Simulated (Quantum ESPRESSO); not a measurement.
**Cheap against tight settings: SrTiO3**

```
SrTiO3
1.0
    3.91270     0.00000     0.00000
    0.00000     3.91270     0.00000
    0.00000     0.00000     3.91270
Sr Ti O
1 1 3
Cartesian
  0.00000   0.00000   0.00000
  1.95635   1.95635   1.95635
  1.95635   0.00000   1.95635
  0.00000   1.95635   1.95635
  1.95635   1.95635   0.00000
```
The cell comes from the Materials Project (a computed structure). It is SrTiO3 in Pm-3m. Stability against distortions was not tested. The run has no spin polarisation.

Method: σ by PBE GIPAW (a modified build of Quantum ESPRESSO, JTH PAW datasets). The cutoff rises from row to row, with the meshes as listed. Costs are rough, from a shared machine. These are absolute shieldings with no macroscopic susceptibility term; δ = σ_ref − σ needs a reference computed alike. No spin–orbit coupling; Sr is the heaviest element present.

```
setting  cutoff (Ha)            k-mesh
-------  -----------  ----------------
A               17.5     5×5×5 shifted
B               22.5     7×7×7 shifted
C               32.5  10×10×10 shifted
```

From which setting on does σ_iso Ti (ppm) stay within 1 of the tightest run?

From C on (only the tightest run itself). Differences from the tightest run: A -26.7, B -3.9.

```
setting  cutoff (Ha)            k-mesh  σ_iso Sr (ppm)  σ_iso Ti (ppm)  σ_iso O (ppm)  f-sum rule missed by (%)  rough cost ratio
-------  -----------  ----------------  --------------  --------------  -------------  ------------------------  ----------------
A               17.5     5×5×5 shifted          2941.5          -285.3         -304.8                      0.16           about 1
B               22.5     7×7×7 shifted          2943.2          -262.5         -288.8                      0.01                 2
C               32.5  10×10×10 shifted          2943.6          -258.5         -285.3                      0.00                10
```
